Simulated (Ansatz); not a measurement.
Ge:
```xyz
2
Lattice="-2.5349 2.5351 1.3919 2.5349 -2.5351 1.3919 2.5349 2.5351 -1.3919" Properties=species:S:1:pos:R:3 pbc="T T T"
Ge     2.5349     1.2675     1.0443
Ge     0.0000     1.2675     0.3477
```

Relaxed with LDA. Special points in fractions of this cell's reciprocal vectors: Γ (0.000, 0.000, 0.000); X (0.500, -0.500, 0.500); F0 (0.500, -0.500, 0.500); Σ0 (-0.500, 0.500, 0.500); Λ0 (0.325, 0.325, -0.325); G0 (0.675, -0.325, 0.325); R (0.000, 0.500, 0.000); W (0.250, 0.250, 0.250); S (0.500, 0.000, 0.000); T (0.000, 0.000, 0.500).

Task: List the band energies nearest the Fermi level at these points for the program Ansatz at the LDA level (PAW).

Result: In eV from the Fermi level; about four levels below and three above (degenerate sets whole), none deeper than 8.9 eV; points with the same levels are listed once.

```
k                     below                  above
--  -----------------------  ---------------------
Γ         -3.89 -2.34 -2.34         3.38 7.89 7.89
X               -6.05 -6.05  6.05 6.06 11.47 11.47
Λ0  -6.55 -3.88 -3.77 -3.77         4.08 6.83 6.84
R   -6.55 -2.61 -2.01 -1.44         2.51 3.69 5.72
W   -7.03 -7.03 -4.45 -4.45    4.39 4.39 5.07 5.07
S   -6.56 -2.60 -2.01 -1.43         2.50 3.69 5.72
T                         –    0.71 0.71 2.12 2.12
```

Space group I4_1/amd (β-Sn type). This is a known high-pressure phase of the composition, computed here at zero pressure and temperature. The cell was relaxed with LDA under the symmetry of its start; of distortions, only those at the zone centre were tested. Point labels and valley counts follow the cell and symmetry of the run, lower than the named group. Spin–orbit coupling is left out wherever it is not named.

Potentials: the later of the program's two PAW sets.
